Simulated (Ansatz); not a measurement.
LiCl (rock salt)

```
LiCl
1.0
    0.00000     2.55614     2.55614
    2.55614     0.00000     2.55614
    2.55614     2.55614     0.00000
Cl Li
1 1
Direct
  0.00000   0.00000   0.00000
  0.50000   0.50000   0.50000
```

Computed with r2SCAN (plane waves to 500 eV, PAW, scalar-relativistic; Ansatz, a quantum-chemistry and plane-wave program). DFPT wavenumbers on a 10×10×10 k mesh, in cm⁻¹; i marks imaginary ones, q is in fractions of the reciprocal vectors of the cell shown, and the three acoustic modes at Γ are left out. The non-analytic (LO-TO) term is not included, so polar modes at Γ have their transverse values. LiCl was relaxed with its symmetry unable to fall.

Question: Is the structure dynamically stable at Γ, L = (0.5, 0.0, 0.0), X = (0.5, 0.5, 0.0)?

Answer: No imaginary mode at these points (lowest 115 cm⁻¹ at L = (0.5, 0.0, 0.0)); other wave vectors were not tested.

Question: List the wavenumbers at Γ, L = (0.5, 0.0, 0.0), X = (0.5, 0.5, 0.0), with degeneracies.

Answer: 
```json
[
 {"q": "Γ", "wavenumbers (cm⁻¹)": "193 (×3)"},
 {"q": "L = (0.5, 0.0, 0.0)", "wavenumbers (cm⁻¹)": "115 (×2), 204 (×2), 210, 403"},
 {"q": "X = (0.5, 0.5, 0.0)", "wavenumbers (cm⁻¹)": "133 (×2), 200, 206 (×2), 234"}
]
```
